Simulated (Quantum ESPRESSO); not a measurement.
**Kohn-Sham bands of Ir (fcc (Cu type))**

```yaml
crystal:
  lattice:
    - [0.00000, 1.92697, 1.92697]
    - [1.92697, 0.00000, 1.92697]
    - [1.92697, 1.92697, 0.00000]
  atoms:
    - { symbol: Ir, position: [0.00000, 0.00000, 0.00000] }
```

Structure: Materials Project mp-101, symmetrised, not relaxed again. This is the element's usual structure. Level: PBEsol, no spin polarisation, no spin-orbit coupling; pw.x of Quantum ESPRESSO at 55 Ry with PseudoDojo potentials, 12×12×12 k-points, Wannier90. Density: 18×18×18 mesh, cold smearing 0.01 Ry. Spin-orbit coupling is left out although heavy elements are present.

Question: List the Kohn-Sham levels between −8 and 3.0 eV relative to the Fermi level at the high-symmetry points, as a band run of pw.x on that density gives them (levels within 2 meV counted together).

Answer: 
```csv
point,k (reciprocal lattice),levels (eV)
Γ,0.000 0.000 0.000,"-3.87 (×3), -1.21 (×2)"
X,0.500 0.000 0.500,"-7.85, -7.28, 0.83, 1.41 (×2), 1.58"
U,0.625 0.250 0.625,"-6.90, -5.95, -2.91, -0.91, 0.55"
K,0.375 0.375 0.750,"-6.90, -5.95, -2.91, -0.91, 0.55"
L,0.500 0.500 0.500,"-3.97 (×2), -0.84, 0.85 (×2)"
W,0.500 0.250 0.750,"-6.22, -4.86 (×2), -1.82, 1.42"
```
